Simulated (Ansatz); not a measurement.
Data:

MgInCu₄:
```
CELL_PARAMETERS angstrom
      0.00000     3.49397     3.49397
      3.49397     0.00000     3.49397
      3.49397     3.49397     0.00000
ATOMIC_POSITIONS crystal
  Mg 0.00000 0.00000 0.00000
  In 0.75000 0.75000 0.75000
  Cu 0.37471 0.37471 0.37471
  Cu 0.37471 0.37471 0.87587
  Cu 0.37471 0.87587 0.37471
  Cu 0.87587 0.37471 0.37471
```

This is the r²SCAN-relaxed structure.

All from DFT-r²SCAN in the program Ansatz with PAW potentials, unless another level is named. Give the density of states at the Fermi level.

0.45 states/eV per atom (mean over ±0.08 eV).

Next, the formation energy from the elements (no fitted shifts)?

-0.12 eV/atom.

Space group F-43m. The first step of the workflow began from a Materials Project structure, measured or hypothetical; the Crystallography Open Database files this formula in space group No. 216, but the cells were not matched. Its standing as an ambient phase is unchecked. The cell was relaxed with r²SCAN under the symmetry of its start; its stability against distortions is not shown here. No spin polarisation was allowed. The references are the lowest solids computed at this level, not always the standard phases. Scalar-relativistic: spin–orbit coupling is off unless named, which matters more the heavier the elements.

Potentials: the earlier of the program's two PAW sets.
